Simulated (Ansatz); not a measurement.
The start is a relaxed Si2Ru cell, doubled along one cell vector, shaken by Gaussian noise of σ = 0.08 Å a coordinate. Cell shape, volume and atoms are optimised at zero target pressure with r2SCAN (plane waves to 500 eV, PAW, scalar-relativistic; Ansatz, a program for electronic structure). The first steps use a coarse 6×3×4 k-mesh.

The start:
```yaml
crystal:
  lattice:
    - [3.72831, 0.00000, 0.00000]
    - [0.00000, 7.45661, 0.00000]
    - [0.00000, 0.00000, 6.19095]
  atoms:
    - { symbol: Ru, position: [0.51816, 0.25946, 0.73840] }
    - { symbol: Ru, position: [0.51432, 0.74934, 0.70294] }
    - { symbol: Ru, position: [0.49625, 0.26135, 0.25518] }
    - { symbol: Ru, position: [0.51704, 0.77177, 0.24707] }
    - { symbol: Si, position: [0.99185, 0.25591, 0.99431] }
    - { symbol: Si, position: [0.00271, 0.75751, 0.99845] }
    - { symbol: Si, position: [0.48429, 0.99482, 0.51521] }
    - { symbol: Si, position: [0.48320, 0.50720, 0.51310] }
    - { symbol: Si, position: [0.02129, 0.00258, 0.75125] }
    - { symbol: Si, position: [0.99465, 0.50884, 0.73896] }
    - { symbol: Si, position: [0.98132, 0.01093, 0.25937] }
    - { symbol: Si, position: [0.98041, 0.49868, 0.24157] }
```

Q: What pressure does the first self-consistent step give?

A: +4 GPa (positive: the cell is compressed).

Q: What is the largest force in the starting geometry, and on which atom (counted from 1)?

A: About 5.0 eV/Å, on Ru2 (atoms numbered as listed).

Q: By how much does the energy per atom fall from start to end?

A: 0.11 eV/atom.

Q: How do the shortest distances between atoms change?

A: The closest pairs of elements (up to four, under 3.6 Å), start → end: Ru–Si 2.16 → 2.42 Å; Si–Si 2.26 → 2.42 Å; Ru–Ru 2.83 → 3.10 Å.

Q: Is the relaxed structure metallic? Give its gap.

A: Zero (metallic).

Final structure:

Space group P4₂/mmc (No. 131); a = 3.7276 Å, b = 3.7276 Å, c = 6.1937 Å, α = 90.00°, β = 90.00°, γ = 90.00°

| atom | site | symmetry | x | y | z |
|---|---|---|---|---|---|
| Ru | 2f | -4m2 | 0.5000 | 0.5000 | 0.2500 |
| Si | 2d | mmm. | 0.5000 | 0.0000 | 0.0000 |
| Si | 2e | -4m2 | 0.0000 | 0.0000 | 0.2500 |

Final values are on a 13×13×8 k-mesh of the relaxed cell. No spin polarisation in the result.

The relaxed structure here is a generated cell of Si2Ru: the first start was made by a random draw of sites in a space group, and the end was not matched to a known phase here, so it may be hypothetical.
